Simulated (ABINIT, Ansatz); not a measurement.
This is a calculation of B2O for ABINIT 10.8.3 (patched build). Atoms were shifted at random by some hundredths of an Å from the given cell, which wasn't relaxed again for these runs. 

Contents of run.abi:

```
# Pseudopotentials
pp_dirpath "./"
pseudos "O.GGA_PBE-JTH.xml, B.GGA_PBE-JTH.xml"

# Structure
acell 2.879 2.879 7.052 Angstrom
rprim
     1.0000000000     0.0000000000     0.0000000000
    -0.5000000000     0.8660254038     0.0000000000
     0.0000000000     0.0000000000     1.0000000000
ntypat 2
znucl 8 5
natom 6
typat 1 1 2 2 2 2
xred
     0.3482080000     0.6757530000     0.6890160000
     0.6787950000     0.3493390000     0.3080500000
     0.3161440000     0.6618220000     0.9750080000
     0.6688730000     0.3242580000     0.0277370000
    -0.0170350000    -0.0095210000     0.6141160000
     0.0021500000     0.0101370000     0.3810620000
chkprim 0
chksymtnons 0
tolsym 1.0e-6

# Plane-wave basis
ecut 23.0
pawecutdg 45.0
pawovlp 30

# k points
kptopt 1
ngkpt 11 11 4
nshiftk 1
shiftk 0.0 0.0 0.0

# Exchange and correlation
ixc 11

# Bands and occupations
nband 16
occopt 3
tsmear 0.05 eV

# SCF cycle
nstep 100
tolvrs 1.0e-9

# Output
iomode 3
prtwf 0
prteig 0
prtebands 0
prtden 1
prtvha 1
prtvclmb 1
prtpot 1
```

Potentials or basis: JTH PAW PBE v2.0.

Command:

```bash
$ abinit run.abi > log 2>&1
```

Problem. Set up the same calculation for Ansatz 0.2.0. Potentials or basis there: Ansatz PAW, cutoff 420 eV.

Solution. As run (cutoffs and basis follow the program's own potentials, and thresholds, step limits or extra output files can differ):

input.yaml

```yaml
crystal:
  lattice:
    - [2.879, 0.0, 0.0]
    - [-1.4395, 2.4932871375, 0.0]
    - [0.0, 0.0, 7.052]
  atoms:
    - { symbol: O, position: [0.348208, 0.675753, 0.689016] }
    - { symbol: O, position: [0.678795, 0.349339, 0.30805] }
    - { symbol: B, position: [0.316144, 0.661822, 0.975008] }
    - { symbol: B, position: [0.668873, 0.324258, 0.027737] }
    - { symbol: B, position: [-0.017035, -0.009521, 0.614116] }
    - { symbol: B, position: [0.00215, 0.010137, 0.381062] }
hamiltonian:
  xc: pbe
  pseudopotentials: { kind: paw }
kpoints:
  mp_grid: { grid: [11, 11, 4] }
scf:
  occupations: { method: fermi_dirac, width: 0.05 }
output:
  forces: true
  stress: true
  eigenvalues: true
```

Potentials or basis: Ansatz PAW.

Run with:

```bash
$ ansatz run input.yaml --threads 2 --pin off --max-ram 5120MiB --backend cpu --events-out ev --progress --plain --runs-dir out
```

Both were run:

|  | ABINIT | Ansatz |
| --- | --- | --- |
| Pressure | -18.3 GPa | -18.0 GPa |
| Largest force | 0.858 eV/Å | 0.858 eV/Å |
| Energy over the undisturbed cell | 12.0 meV/atom | 12.0 meV/atom |

Ansatz's pressure holds a Pulay term of +0.66 GPa for its cutoff of 420 eV, which the other run lacks.

Where Ansatz's input types no cutoff or centring, it takes its own default and a Γ-centred mesh.

The cell lies far from this level's equilibrium.

Pressure is positive in compression.
